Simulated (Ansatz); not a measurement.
## Be3ZnTe4 (P-4m2) at 2 levels of theory

One geometry, relaxed with PBE; plane waves with PAW potentials in Ansatz, scalar-relativistic. No spin polarisation. Gaps are the least over mesh and band path; pressure is positive in compression.

```cif
data_structure
_symmetry_space_group_name_H-M 'P 1'
_symmetry_Int_Tables_number 1
_cell_length_a 4.0850
_cell_length_b 4.0850
_cell_length_c 11.6567
_cell_angle_alpha 90.000
_cell_angle_beta 90.000
_cell_angle_gamma 90.000
_cell_volume 194.52
loop_
_atom_site_label
_atom_site_type_symbol
_atom_site_fract_x
_atom_site_fract_y
_atom_site_fract_z
_atom_site_occupancy
Be1 Be 0.00000 0.00000 0.00000 1
Be2 Be 0.50000 0.50000 0.23958 1
Be3 Be 0.50000 0.50000 0.76042 1
Zn1 Zn 0.00000 0.00000 0.50000 1
Te1 Te 0.50000 0.00000 0.11962 1
Te2 Te 0.00000 0.50000 0.35772 1
Te3 Te 0.50000 0.00000 0.64228 1
Te4 Te 0.00000 0.50000 0.88038 1
```

| level | cutoff (eV) | k mesh | gap (eV) | pressure (GPa) |
| --- | --- | --- | --- | --- |
| PBE | 420 | 8×8×4 | 1.96 | 0.0 |

**Question.** What comes out on the same cell with PBEsol?

**Answer.**
| level | cutoff (eV) | k mesh | gap (eV) | pressure (GPa) |
| --- | --- | --- | --- | --- |
| PBEsol | 420 | 8×8×4 | 1.87 | -2.0 |

Spin-orbit coupling matters for the bands of heavy elements and is left out.

The structure comes from a generated guess; another structure or a mixture of phases may lie lower.
